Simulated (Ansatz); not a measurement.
Consider the following.

Al (fcc, Cu type)

```
Al
1.0
    0.00000     4.04047     4.04047
    2.02024     0.00000     2.02024
    2.02024     2.02024     0.00000
Al
2
Direct
  0.00000   0.00000   0.00000
  0.50000   0.00000   0.00000
```

A phonon eigenvector at L = (0.5, 0.0, 0.0) is frozen into this cell: atom i moves by Q times the vector below, so Q is the largest atomic displacement, in Å. The cell is held. It is one choice among 2 degenerate patterns. (q is in reciprocal vectors of the primitive cell; the cell shown is doubled to hold the pattern.)

```
atom       x       y       z
----  ------  ------  ------
Al1    0.285  -0.520   0.805
Al2   -0.285   0.520  -0.805
```

Calculation: PBE (plane waves to 420 eV, PAW, scalar-relativistic; Ansatz, a program for electronic structure). k mesh 10×20×20 (Γ-centred), Fermi-Dirac smearing 0.05 eV. Energies are smeared free energies. With partly filled bands, energies and forces of such displacements shift with the k mesh and the smearing. Al was relaxed with its symmetry unable to fall. The zero of ΔE is the undisplaced structure.

The scan covers Q from -0.180 to 0.180 Å in 13 points.

Question: Which space group does the distorted structure have?

Answer: P-1 (No. 2), lowered from Fm-3m.

Question: Is this a single well or a double well?

Answer: A single well with its minimum at or next to zero displacement.

Question: What is the energy change at Q = 0.180 Å?

Answer: 58.2 meV/cell.

Question: What harmonic wavenumber does the curvature at Q = 0 give?

Answer: 137 cm⁻¹.

(For displaced atoms, the force is minus the slope of the energy, and its curvature is a force constant, which sets phonon frequencies.)
